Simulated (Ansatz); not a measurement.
Data sheet: MnGe$_{2}$ (DFT)

MnGe2:
```
CELL_PARAMETERS angstrom
      3.30939     0.00000     0.00000
      0.00000     3.30939     0.00000
      0.00000     0.00000     8.02068
ATOMIC_POSITIONS crystal
  Mn 0.00000 0.00000 0.00000
  Ge 0.00000 0.00000 0.34078
  Ge 0.00000 0.00000 0.65922
  Mn 0.50000 0.50000 0.50000
  Ge 0.50000 0.50000 0.84078
  Ge 0.50000 0.50000 0.15922
```
The run is spin-polarised; directions of the spins, atom by atom: ↑ 0 0 ↓ 0 0.

Space group I4/mmm (No. 139), MoSi2 or CaC2 type; conventional cell a = 3.3094 Å, b = 3.3094 Å, c = 8.0207 Å, α = 90.00°, β = 90.00°, γ = 90.00°.

Method: PBE (plane waves, PAW; program Ansatz). Structure relaxed to zero pressure with the same functional. Other levels are named where they apply.

### Cell and energy

- Volume per atom: 14.64 Å³
- Density: 7.57 g/cm³
- Formation energy from the elements (no fitted shifts): 76 meV/atom

### Electronic structure

Electronic character: metallic (no gap)
Density of states at the Fermi level: 0.38 states/eV per atom (mean over ±0.08 eV)

### Magnetism

- Magnetic order = antiferromagnetic
- Net moment = 0.00 μB per atom

### Mechanics

Bulk modulus (Birch–Murnaghan fit): 760 kbar
Pressure derivative B′: 5.7

### Charges

* **Bader charges**: Mn +0.37, Ge -0.19 e

A made-up cell: these elements were put on the sites of a structure type; neither database checked (COD, Materials Project) lists it. Its standing as an ambient phase is unchecked. The cell keeps a stress of up to 0.3 GPa. The cell was relaxed with PBE under the symmetry of its start, as lowered by the spin order; whether a distortion lowers the energy is not shown. Spin order of the final state: antiferromagnetic, chosen from 4 collinear starts compared on coarse meshes (ties went to the first, and starts can fall back to one state), not a proven ground state. Point labels and valley counts follow the cell and symmetry of the run, lower than the named group. The references are the lowest solids computed at this level, not always the standard phases. Spin–orbit coupling is left out wherever it is not named.

Potentials: the later of the program's two PAW sets.
